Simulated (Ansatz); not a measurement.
AlP:
```cif
data_Al2P2
_chemical_formula_sum 'Al2 P2'
_space_group_name_H-M_alt 'P63/mmc'
_space_group_IT_number 194
_space_group_name_Hall '-P 6c 2c'
_cell_length_a 4.04801
_cell_length_b 4.04801
_cell_length_c 5.41348
_cell_angle_alpha 90.000
_cell_angle_beta 90.000
_cell_angle_gamma 120.000
loop_
_atom_site_label
_atom_site_type_symbol
_atom_site_symmetry_multiplicity
_atom_site_Wyckoff_symbol
_atom_site_fract_x
_atom_site_fract_y
_atom_site_fract_z
_atom_site_occupancy
Al1 Al 2 c 0.33333 0.66667 0.25000 1
P1 P 2 d 0.66667 0.33333 0.25000 1
```

This is the PBE+D3(BJ)-relaxed structure.

Q: All from DFT-PBE+D3(BJ) in the program Ansatz with PAW potentials, unless another level is named. Give the electronic character.

A: metallic (no gap).

Q: Next, the formation energy from the elements (no fitted shifts)?

A: -0.32 eV/atom.

Q: Next, the density of states at the Fermi level?

A: 0.15 states/eV per atom (mean over ±0.08 eV).

Space group P6_3/mmc. The cell is a constructed one: a structure type filled with these elements; neither database checked (COD, Materials Project) lists it. It is not the phase usual at ambient conditions (space group No. 216). The PBE+D3(BJ) relaxation kept the symmetry of its start; its stability against distortions is not shown here. The references are the lowest solids computed at this level, not always the standard phases.

Potentials: the earlier of the program's two PAW sets.
